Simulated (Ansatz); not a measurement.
According to the program Ansatz at the r²SCAN level (PAW), Sb₂W in the monoclinic phase (C2/m; W on 4i, Sb on 4i, Sb on 4i) relaxes to a = 10.030 Å, b = 3.612 Å, c = 8.223 Å, β = 119.9°. Against the elements it lies at 0.28 eV/atom, with no fitted shifts.

Electronic character: metallic (no gap).

Bader charges are W +0.33, Sb -0.22 to -0.11 e.

The start of the workflow was typed in or built on a structure type; neither database checked (COD, Materials Project) lists it. Its standing as an ambient phase is unchecked. The r²SCAN relaxation kept the symmetry of its start; its stability against distortions is not shown here. No spin polarisation was allowed. The volume moved by -21 % from the start of the relaxation. Its formation energy is positive at this level, so the cell may be metastable or incomplete. The references are the lowest solids computed at this level, not always the standard phases. Scalar-relativistic: spin–orbit coupling is off unless named, which matters more the heavier the elements.

Potentials: the earlier of the program's two PAW sets. The files were generated under PBE; for other functionals the program regenerates the frozen cores, and for LDA and PBEsol the local potential too.
